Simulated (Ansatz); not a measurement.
**Notes on a calculation: CdI2-type SnSe2**

Level of theory: DFT, r²SCAN, scalar-relativistic, no spin polarisation; plane waves to 500 eV with PAW datasets (Ansatz 0.2.0), Γ-centred 10×10×6 mesh, 0.05 eV Gaussian smearing. The datasets are Ansatz's generated set soft_2.

The start was a prototype's sites filled with these elements; the Crystallography Open Database holds the compound in this structure.

The first cell:

```
Sn Se
1.0
     3.82139    0.00000    0.00000
    -1.91070    3.30942    0.00000
     0.00000    0.00000    6.16470
Sn Se
1 2
Cartesian
  0.0000 0.0000 0.0000
  0.0000 2.2063 1.5535
  1.9107 1.1031 4.6112
```

The steps in volume:

```
run        level   k-mesh                                   kind  V (Å³/atom)  P (GPa)  E − E(final) (meV/atom)  gap on the mesh (eV)
  1  PBE, 420 eV    6×6×4                 cell and atoms relaxed        29.60      0.1                        –                  0.70
  2       r²SCAN  10×10×6  shape and atoms relaxed, volume fixed        29.60     -0.7                      3.2                  1.06
  3       r²SCAN  10×10×6  shape and atoms relaxed, volume fixed        29.46     -0.5                      2.7                  1.05
  4       r²SCAN  10×10×6  shape and atoms relaxed, volume fixed        29.18     -0.3                      2.0                  1.04
  5       r²SCAN  10×10×6  shape and atoms relaxed, volume fixed        28.54     -0.2                      0.6                  1.03
  6       r²SCAN  10×10×6  shape and atoms relaxed, volume fixed        27.14      0.4                      0.7                  1.02
  7       r²SCAN  10×10×6  shape and atoms relaxed, volume fixed        27.95     -0.3                      0.1                  1.04
  8       r²SCAN  10×10×6  shape and atoms relaxed, volume fixed        27.60      0.1                      0.1                  1.03
  9       r²SCAN  10×10×6  shape and atoms relaxed, volume fixed        27.70      0.0                      0.0                  1.03
```

At this volume the pressure is 0.03 GPa.

The final structure (symmetry read at 0.01 Å). Symmetry: P-3m1, No. 164, trigonal system. Conventional cell: a = 3.841 Å, b = 3.841 Å, c = 6.506 Å, α = 90.00°, β = 90.00°, γ = 120.00°. Sn (site symmetry -3m) is surrounded by 6 Se at 2.72 Å. Se (site symmetry 3m) has 3 Sn at 2.72 Å as nearest neighbours. (Neighbours are counted to 15 % beyond the shortest distance.)

At the final geometry the gap, band path included, is 1.03 eV. The elastic tensor is positive definite (smallest eigenvalue 5.1 GPa). The runs in the table took roughly 5 core-minutes.

**Reading the result.**

Shannon's ionic radii give a check on the bond lengths: Sn⁴⁺ with 6 neighbours 0.69 Å + Se²⁻ 1.98 Å (six-fold value) = 2.67 Å against a computed mean of 2.72 Å. Sums and bonds agree within 3 %, so ion sizes set the bond lengths.

Bader charges against formal ones: Sn +1.38 (+4), Se −0.69 (−2). The cations give up 34 % of the formal charge; Bader charges stay under formal ones because the anions' density reaches into the cations' basins, the more so the higher the formal charge and the softer the anion.

Semilocal functionals underestimate band gaps, commonly by a third or more. The structure is built of weakly bound layers, and this functional has no dispersion term, so their spacing and all that hangs on it (volume, the soft elastic constants, low modes, dielectric constants) are poorly given.
